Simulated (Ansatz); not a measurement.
Starting cell, BP (zinc blende):

```xyz
4
Lattice="0.0000 4.5483 4.5483 2.2741 2.2741 4.5483 2.2741 2.2741 0.0000" Properties=species:S:1:pos:R:3 pbc="T T T"
P      3.4112     7.9595     7.9595
P      3.4112     5.6854     5.6854
B      0.0000     0.0000     0.0000
B      2.2741     4.5483     2.2741
```

The atoms are displaced by Q × the pattern below (from a DFPT mode at X = (0.5, 0.5, 0.0), largest move 1; Q in Å), at fixed cell. It is one choice among 2 degenerate patterns. (q is in reciprocal vectors of the primitive cell; the cell shown is doubled to hold the pattern.)

```tsv
atom	x	y	z
P1	0.000	1.000	0.000
P2	0.000	-1.000	0.000
B3	0.800	0.000	0.000
B4	-0.800	0.000	0.000
```

Calculation: PBE (plane waves to 420 eV, PAW, scalar-relativistic; Ansatz, a program for electronic structure). k mesh 12×12×12 (Γ-centred), Fermi-Dirac smearing 0.05 eV. E stands for the smeared free energy. BP was relaxed with its symmetry unable to fall. The PAW data are Ansatz's earlier set. The zero of ΔE is the undisplaced structure.

```csv
Q (Å),ΔE (meV/cell)
-0.1000,136.9
-0.0833,95.1
-0.0667,60.9
-0.0500,34.2
-0.0333,withheld
-0.0167,3.8
0.0000,0.0
0.0167,3.8
0.0333,withheld
0.0500,34.2
0.0667,60.9
0.0833,95.1
0.1000,136.9
```

Task: Fit an even polynomial form (powers 2, 4) to the given rows and predict ΔE at Q = 0.0333.

Result: Least squares on the 11 given rows: ΔE = (13700)·Q² + (-542.5)·Q⁴, in meV/cell with Q in Å; root-mean-square residual 0.04 meV/cell. At 0.0333 the fit gives 15.2 meV/cell; the calculation gives 15.2 meV/cell, the same to the digits shown. The quadratic term alone would give 15.2 meV/cell.

(For displaced atoms, the force is minus the slope of the energy, and its curvature is a force constant, which sets phonon frequencies.)
